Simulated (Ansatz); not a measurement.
HfTeSe:
```
CELL_PARAMETERS angstrom
      3.74114     0.00000     0.00000
     -1.87057     3.23992     0.00000
      0.00000     0.00000     6.31740
ATOMIC_POSITIONS crystal
  Hf 0.00000 0.00000 0.98073
  Te 0.66667 0.33333 0.27481
  Se 0.33333 0.66667 0.74448
```

Relaxed with LDA. Special points in fractions of this cell's reciprocal vectors: Γ (0.000, 0.000, 0.000); M (0.500, 0.000, 0.000); K (0.333, 0.333, 0.000); A (0.000, 0.000, 0.500); L (0.500, 0.000, 0.500); H (0.333, 0.333, 0.500).

Q: List the band energies nearest the Fermi level at these points for the program Ansatz at the LDA level (PAW).

A: In eV from the Fermi level; about four levels below and three above (degenerate sets whole), none deeper than 8.9 eV; points with the same levels are listed once.

```
k                    below                above
-  -----------------------  -------------------
Γ  -5.88 -2.82 -2.82 -0.26  0.52 0.52 1.01 1.01
M  -3.36 -2.82 -2.68 -1.25       0.04 2.85 3.02
K  -3.94 -3.13 -2.45 -2.44       1.73 2.41 2.72
A  -4.27 -3.00 -2.76 -2.76  0.25 0.25 0.97 0.97
L  -3.00 -1.34 -0.85 -0.21       2.86 3.00 3.71
H  -4.36 -3.29 -2.35 -2.21       1.75 1.80 1.84
```

Space group P3m1. The workflow started from a Materials Project entry (that database holds measured and hypothetical structures alike); the Crystallography Open Database copy checked does not list it. Its standing as an ambient phase is unchecked. The cell was relaxed with LDA under the symmetry of its start; whether a distortion lowers the energy is not shown. The run is not spin-polarised. A crystal of weakly bound layers computed without a dispersion correction: the cell and the soft elastic constants depend strongly on that. Spin–orbit coupling is left out wherever it is not named.

Potentials: the later of the program's two PAW sets.
